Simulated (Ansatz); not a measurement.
NaMoO$_{2}$ in space group R-3m (No. 166; Na on 3b, Mo on 3a, O on 6c), PBE (plane waves, PAW; program Ansatz), all energies at zero smearing, with the estimated change up to a 700 eV cutoff added, with one set of potentials and settings (totals compare only within such a set). Cell of 4 atoms (1 Na, 1 Mo, 2 O): -7578.904 eV.

| element | reference phase | E (eV/atom) |
|---|---|---|
| Na | P6_3/mmc, 2 atoms in the cell | -1486.4171 |
| Mo | Im-3m, 1 atoms in the cell | -4956.0212 |
| O | C2/m, 4 atoms in the cell, spin-polarised | -565.0000 |

Formation energy per atom, worked out: (-7578.904 − 1×(-1486.4171) − 1×(-4956.0212) − 2×(-565.0000))/4 = -1.616 eV/atom (-156 kJ per mol of atoms), at 0 K, without zero-point energy or fitted corrections.

The workflow started from a Materials Project entry (that database holds measured and hypothetical structures alike); the Crystallography Open Database copy checked does not list it. Its standing as an ambient phase is unchecked. The PBE relaxation kept the symmetry of its start; its stability against distortions is not shown here. The workflow began spin-polarised and lost its moments. No Hubbard U is applied. The references are the lowest solids computed at this level, not always the standard phases (solids in place of the gases).

Potentials: the later of the program's two PAW sets.
